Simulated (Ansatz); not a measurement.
Relaxed-ion elastic tensor of Sr (bcc (W type), Im-3m) in GPa (Voigt order), r²SCAN (plane waves, PAW; program Ansatz); density 2.61 g/cm³, 55.66 Å³ per atom.

```csv
,1,2,3,4,5,6
1,12.3,10.7,10.7,0.0,0.0,0.0
2,10.7,12.3,10.7,0.0,0.0,0.0
3,10.7,10.7,12.3,0.0,0.0,0.0
4,0.0,0.0,0.0,11.1,0.0,0.0
5,0.0,0.0,0.0,0.0,11.1,0.0
6,0.0,0.0,0.0,0.0,0.0,11.1
```

Question: Is the crystal mechanically stable?

Answer: Yes: the smallest eigenvalue of C is 1.6 GPa.

Question: Work out the Voigt and Reuss bounds. Is their mean of use?

Answer: K_V = 11.3, K_R = 11.3; G_V = 7.0, G_R = 1.8 GPa. The bounds lie so far apart that a Hill average or a Debye temperature from it would say little.

This is a known high-temperature phase of the composition, computed here at zero pressure and temperature. Symmetry was held in the r²SCAN relaxation; phonons on a q-mesh show no instability. As this level gives no gap, shear constants depend on the k-mesh and smearing (Fermi–Dirac, 0.1 eV here).

Potentials: the later of the program's two PAW sets.
